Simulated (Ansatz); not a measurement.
## Structure relaxation, Ti

The start is a relaxed Ti cell displaced along its unstable phonon at q = (0, 0, ½) of its primitive reciprocal cell (115i cm⁻¹), largest move 0.15 Å. The cell and all atomic positions are relaxed at zero pressure with PBEsol (plane waves to 420 eV, PAW, scalar-relativistic; Ansatz, a quantum-chemistry and plane-wave program). First-step values are on the input's coarse k-mesh.

Ansatz input (later rounds restart from its end on a renewed k-mesh):
Ansatz 0.2 input:
```yaml
crystal:
  lattice:
    - [2.6896490902, 0, 0]
    - [-1.3448245451, 2.3293044394, 0]
    - [0, 0, 5.3954000794]
  atoms:
    - { symbol: Ti, position: [-0.0321984532, -0.0643969064, 0.25] }
    - { symbol: Ti, position: [0.0321984532, 0.0643969064, 0.75] }
basis: { ecutwfc: 420, ecutrho_ratio: 4, xc_grid: 2, fft_grid_basis: typed }
kpoints: { mp_grid: { grid: [14, 14, 6] } }
hamiltonian:
  xc: pbesol
  dispersion: none
  pseudopotentials: { azcp: { folder: ./paw }, kind: paw }
scf: { occupations: { method: fermi_dirac, width: 0.05 } }
relax: { f_tol: 0.01, max_steps: 100, cell: { stress_tol: 0.02 } }
output: { forces: true, stress: true }
```

Which atoms feel the largest initial force, and how large is it?

0.30 eV/Å, on Ti1, Ti2 (atoms numbered as listed).

By how much does the energy per atom fall from start to end?

0.33 eV/atom.

Does it find its way back to the structure it was made from?

It does not go back: it reaches P6₃/mmc (No. 194), hcp (Mg type), 0.35 eV/atom below the parent.

How do the shortest distances between atoms change?

The closest pairs of elements (up to four, under 3.6 Å), start → end: Ti–Ti 2.69 → 2.84 Å.

What does it relax into? Give the structure.


Space group P6₃/mmc (No. 194); a = b = 2.9005 Å, c = 4.5905 Å, α = β = 90.00°, γ = 120.00°

```
atom  site  symmetry       x       y       z
----  ----  --------  ------  ------  ------
Ti      2c      -6m2  0.3333  0.6667  0.2500
```

Final values are on a 18×18×10 k-mesh of the relaxed cell. No spin polarisation in the result.

The run could not lose the symmetry of its start.

Of the parent cell (P6/mmm (No. 191)): it is a generated cell of Ti: the first start was made by placing the elements on the sites of a structure type, and the end was not matched to a known phase here, so it may be hypothetical. Known forms of Ti include space group No. 194.
